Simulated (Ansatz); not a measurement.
Formation energy of BiTe in the zincblende structure

The computed numbers are results of r²SCAN, scalar-relativistic (no spin polarisation) in the plane-wave PAW code Ansatz at 500 eV, 8×8×8 k-mesh, Gaussian smearing of 0.05 eV. The datasets are Ansatz's generated set soft_2.

This is a trial structure; measured cells of the compound in the Crystallography Open Database are in space groups P-3m1, Fm-3m (rock salt).

Symmetry: F-43m, No. 216, cubic system. Conventional cell: a = 7.194 Å, b = 7.194 Å, c = 7.194 Å, α = 90.00°, β = 90.00°, γ = 90.00°. Around Bi (site symmetry -43m) lie 4 Te at 3.12 Å. Te (site symmetry -43m) is surrounded by 4 Bi at 3.12 Å. (Shells end 15 % past the nearest neighbour.)

The elements were computed in their standard states with the same datasets, cutoff and functional. Absolute energies hang on the potentials; compare differences alone.

Energy of the relaxed cell (2 atoms, smearing extrapolated to zero): -19405.375 eV. Elements, in eV/atom: Bi -12411.057, Te -6994.823.

Problem. What is the formation energy?

Solution. [-19405.375 − (1 × -12411.057 + 1 × -6994.823)] / 2 = 0.25 eV/atom, or 24 kJ per mole of atoms.

The value is for 0 K, without zero-point energy. A positive value means that this structure is unstable even against the elements at this level.

The calculation's cell holds 31 valence electrons, an odd number. Without magnetic order each band takes two, so one stays part-filled and the crystal must be a metal.

Scalar-relativistic only: spin–orbit splittings of the heavy atoms' levels are missing. Spin polarisation wasn't tried. A displaced or strained copy of the relaxed cell lay 2.1 meV/atom lower, so the structure isn't a true minimum at this level, unless the mesh, which matters in a metal, makes it so.
